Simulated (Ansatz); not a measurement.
## C: the gap against volume

C, R-3m, a = 2.513 Å, c = 43.343 Å. Ansatz: r2SCAN, PAW, 500 eV, Γ-centred 12×12×12 mesh on 14 atoms, Gaussian smearing 0.02 eV; no spin polarisation. Shape and atoms are relaxed at each volume; x = ln(V/V0) with V0 = 5.645 Å³/atom. The gap is read at the mesh points alone.

| x | gap y (eV) |
| --- | --- |
| -0.1278 | 5.001 |
| -0.0943 | 4.910 |
| -0.0619 | 4.823 |
| -0.0305 | 4.738 |
| 0.0000 | ? |
| 0.0296 | 4.579 |
| 0.0583 | 4.504 |
| 0.0953 | 4.407 |

Question: Fit a straight line to the other rows, give the volume deformation potential of the gap and its pressure coefficient, and predict the missing gap. B0 = 450.6 GPa.

Answer: Means x = -0.01876, y = 4.7089; Σ(Δx)² = 0.04088, ΣΔxΔy = -0.1088; the slope is their ratio. y = 4.6589 − 2.6616 x. The slope is the deformation potential a = dE_g/d ln V = -2.66 eV, and dE_g/dP = −a/B0 = 5.91 meV/GPa. At x = 0.0000 the fit asked for gives 4.659 eV. The run gave 4.658 eV, so the fit is 0.001 eV too high, within the rms miss on the fitted rows (0.001 eV).

Semilocal functionals give gaps under the measured ones; changes of the gap mostly carry over better.

Cost: 8 runs of about 35 core-minutes in all, on AMD EPYC 7R43 (Zen 3) (shared hosts).